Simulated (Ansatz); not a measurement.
Space group I4/mcm (No. 140). a = 6.180 Å, b = 6.180 Å, c = 5.645 Å, α = 90.00°, β = 90.00°, γ = 90.00°
```tsv
atom	site	symmetry	x	y	z
Zr	8h	m.2m	0.1793	0.6793	0.0000
Fe	4a	422	0.0000	0.0000	0.2500
```

Equation of state of this Zr₂Fe structure (not necessarily the ground state), with shape and atoms relaxed at each volume where symmetry leaves them free. It has no gap at any of these volumes. Method: Ansatz 0.2.0, DFT PBEsol, scalar-relativistic, plane waves, PAW.

Cutoff 420 eV; k points 8×8×8 on the computed 6-atom cell (Γ-centred); Gaussian smearing, width 0.10 eV; no spin polarisation.

```tsv
V (Å³/atom)	E − E(largest V) (meV/atom)	P (GPa)
15.809	63.96	20.14
16.348	5.21	14.58
16.887	-34.60	9.10
17.426	-56.89	4.25
17.965	-63.88	0.00
18.504	-57.53	-3.71
19.043	-39.54	-6.93
19.762	0.00	-10.58
```

Task: Fit a third-order Birch–Murnaghan equation to E(V).

Result: V0 = 17.97 Å³/atom, B0 = 132 GPa, B0' = 3.3.

Spin polarisation was left out, and a magnetic state may lie lower.

Cost: 8 runs of about 11 core-minutes in all, on Arm Neoverse V2 (shared hosts).